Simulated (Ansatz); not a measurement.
HgTe (zinc blende, F-43m) under volume change, the program Ansatz at the LDA level (PAW), scaled uniformly.

```json
[
 {"V (Å³/atom)": "30.306", "E − E(relaxed) (meV/atom)": "48.4", "P (GPa)": "5.70"},
 {"V (Å³/atom)": "31.305", "E − E(relaxed) (meV/atom)": "20.1", "P (GPa)": "3.44"},
 {"V (Å³/atom)": "32.304", "E − E(relaxed) (meV/atom)": "[?]", "P (GPa)": "[?]"},
 {"V (Å³/atom)": "33.304", "E − E(relaxed) (meV/atom)": "0.0", "P (GPa)": "0.00"},
 {"V (Å³/atom)": "34.303", "E − E(relaxed) (meV/atom)": "4.2", "P (GPa)": "-1.30"},
 {"V (Å³/atom)": "35.302", "E − E(relaxed) (meV/atom)": "15.8", "P (GPa)": "-2.38"},
 {"V (Å³/atom)": "36.301", "E − E(relaxed) (meV/atom)": "[?]", "P (GPa)": "[?]"}
]
```

Question: Some entries are withheld; supply them.

Answer: 
- 32.304, E − E(relaxed) (meV/atom): 4.7
- 32.304, P (GPa): 1.56
- 36.301, E − E(relaxed) (meV/atom): 33.5
- 36.301, P (GPa): -3.28

Question: What does a third-order Birch–Murnaghan fit give for V₀, B₀ and B′?

Answer: V₀ = 33.30 Å³/atom, B₀ = 47.4 GPa, B′ = 5.1.

The LDA relaxation kept the symmetry of its start; of distortions, only those at the zone centre were tested. Scalar-relativistic: spin–orbit coupling is off unless named, which matters more the heavier the elements.

Potentials: the later of the program's two PAW sets.
